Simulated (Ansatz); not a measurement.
# One compound in many structure types

A comparison from first-principles data. Relaxing one composition in several structure types shows which are competitive, which pressure would favour, and how volume and gap change with structure.

Mg2Sn, fluorite or antifluorite type serves as the reference. The reference is the lowest phase computed, which need not be the stable form in nature.

**Data**

Levels of theory (Ansatz, a plane-wave PAW program): energy: PBEsol, total energy at 0 K with the change to a 700 eV cutoff added (comparable within one formula alone); volume per atom: PBEsol, relaxed cell; gap: PBEsol; bulk modulus: PBEsol, equation-of-state fit.

Definitions used: ΔE = E − E_ref; ΔV = V − V_ref; temperature scale ΔE/k_B = 11.605 K/meV × ΔE.

```
crystal                                          E (eV/atom)  V (Å³/atom)  gap (eV)  B₀ (GPa)  ΔE (meV/atom)  ΔV (Å³/atom)  ΔE/k_B (K)
-----------------------------------------------  -----------  -----------  --------  --------  -------------  ------------  ----------
Mg2Sn, Fddd oF24                                   −3258.095        22.77      0.00      45.6           73.0         −2.81         850
Mg2Sn, P-62m hP6                                   −3258.048        23.09      0.00      44.2            120         −2.49        1400
Mg2Sn, C2/m mS12                                   −3258.073        23.29      0.00      42.3           95.0         −2.29        1100
Mg2Sn, fluorite or antifluorite type, reference    −3258.168        25.58      0.00      43.5            0.0          0.00           0
```

Runs started from generated or typed cells of the structure named: Mg2Sn, fluorite or antifluorite type. No claim is made that these are known or stable phases: Mg2Sn, Fddd oF24; Mg2Sn, P-62m hP6; Mg2Sn, C2/m mS12. No gap (0.00) means none at this level, which can close a small real gap. Spin–orbit coupling is left out unless named.

**Worked example**

Worked for Mg2Sn, P-62m hP6:

- ΔE = 1000 × (−3258.048 − (−3258.168)) = 120 meV/atom
- ΔV = 23.09 − 25.58 = −2.49 Å³/atom
- ΔE/k_B: 11.605 × 120 = 1400 K

**Result**

Ranking by ΔE, lowest first: Mg2Sn, fluorite or antifluorite type (0.0 ± 5.0), Mg2Sn, Fddd oF24 (73.0 ± 5.0), Mg2Sn, C2/m mS12 (95.0 ± 5.0), Mg2Sn, P-62m hP6 (120 ± 5.0). The ± follows from allowances picked for this note (energy 0.004 eV/atom, 3 meV/atom on the figure itself), carried to first order and added in quadrature, each row's own inputs moving alone; ≈ joins neighbours closer than their two ± added in quadrature.

Pareto front for low ΔE and low volume per atom: Mg2Sn, fluorite or antifluorite type (0.0, 25.58); Mg2Sn, Fddd oF24 (73.0, 22.77). The reference is on the front.

Denser than the reference, so favoured by pressure; with fixed volumes the enthalpies cross at P ≈ 0.1602 ΔE/|ΔV|: Mg2Sn, Fddd oF24 0.1602 × 73.0/2.81 = 4.2 GPa, Mg2Sn, C2/m mS12 0.1602 × 95.0/2.29 = 6.6 GPa, Mg2Sn, P-62m hP6 0.1602 × 120/2.49 = 7.7 GPa. Each is against the reference alone, so another phase may come first, and differences in compressibility move them.

**Caveats**

Vibrational free energy is left out, and phases that were not computed could lie lower. Rows are a sample of the computed phases of this formula. Limits of the draw: a spread of over 30 meV/atom, none over 0.9 eV/atom above the reference, within 8 meV/atom of the lowest or within 3 meV/atom of a neighbour. As a rule kept out of such tables: 4f compounds, open-shell compounds run without a Hubbard term, cells found unstable in the tests at hand, cells close to a higher symmetry, and runs set to a pressure or over 12 % in volume from the crystal's fullest run.
